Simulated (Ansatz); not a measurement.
Ca₆Sb₂PN in space group Fm-3m (No. 225; Ca on 24e, Sb on 8c, P on 4a, N on 4b), r²SCAN in the plane-wave PAW code Ansatz, all energies at zero smearing, with the estimated change up to a 700 eV cutoff added, with one set of potentials and settings (totals compare only within such a set). Cell of 10 atoms (6 Ca, 2 Sb, 1 P, 1 N): -25084.714 eV.

```csv
element,reference phase,E (eV/atom)
Ca,"Fm-3m, 1 atoms in the cell",-1821.6752
Sb,"R-3m, 2 atoms in the cell",-6499.1272
P,"Cmce, 4 atoms in the cell",-759.1646
N,"Pa-3, 8 atoms in the cell",-384.8315
```

Formation energy per atom, worked out: (-25084.714 − 6×(-1821.6752) − 2×(-6499.1272) − 1×(-759.1646) − 1×(-384.8315))/10 = -1.241 eV/atom (-120 kJ per mol of atoms), at 0 K, without zero-point energy or fitted corrections.

The start of the workflow was typed in or built on a structure type; neither database checked (COD, Materials Project) lists it. Its standing as an ambient phase is unchecked. Symmetry was held in the r²SCAN relaxation; its stability against distortions is not shown here. The references are the lowest solids computed at this level, not always the standard phases (solids in place of the gases). Spin–orbit coupling is left out wherever it is not named.

Potentials: the later of the program's two PAW sets.
